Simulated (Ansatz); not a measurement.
Relaxed-ion elastic tensor of LaC₂ in space group Immm (No. 71; La on 2a, C on 4h) in GPa (Voigt order), the program Ansatz at the PBEsol level (PAW); density 5.29 g/cm³, 17.04 Å³ per atom.

```
 168  91.7  30.2   0.0   0.0   0.0
91.7   159  32.6   0.0   0.0   0.0
30.2  32.6   221   0.0   0.0   0.0
 0.0   0.0   0.0  39.0   0.0   0.0
 0.0   0.0   0.0   0.0  34.4   0.0
 0.0   0.0   0.0   0.0   0.0  17.4
```

Question: Is the crystal mechanically stable?

Answer: Yes: the smallest eigenvalue of C is 17.4 GPa.

Question: Work out the Voigt, Reuss and Hill averages.

Answer: K_V = 95.3, K_R = 95.2, K_H = 95.2; G_V = 44.4, G_R = 33.2, G_H = 38.8 GPa.

Question: Give Young's modulus, Poisson's ratio, Pugh's ratio and the universal anisotropy index.

Answer: E = 9KG/(3K + G) = 103 GPa; ν = 0.32; K/G = 2.45 (ductile by the Pugh limit of 1.75); A_U = 5G_V/G_R + K_V/K_R − 6 = 1.69.

Question: Estimate the sound speeds and the Debye temperature.

Answer: v_l = √((K + 4G/3)/ρ) = 5270 m/s, v_t = √(G/ρ) = 2710 m/s, mean 3030 m/s; Θ = (h/k)(3n/4πV)^(1/3) v_m = 351 K.

Question: How much does each axis shrink under pressure?

Answer: Linear compressibilities β_i = Σ_j S_ij (j = 1 to 3): x 3.3, y 3.7, z 3.5 per TPa.

The first step of the workflow began from a Materials Project structure, measured or hypothetical; the Crystallography Open Database copy checked does not list it. COD files the formula under space group No. 139. Its standing as an ambient phase is unchecked. The cell was relaxed with PBEsol under the symmetry of its start; whether a distortion lowers the energy is not shown. As this level gives no gap, shear constants depend on the k-mesh and smearing (Fermi–Dirac, 0.1 eV here). Spin–orbit coupling is left out wherever it is not named.

Potentials: the later of the program's two PAW sets.
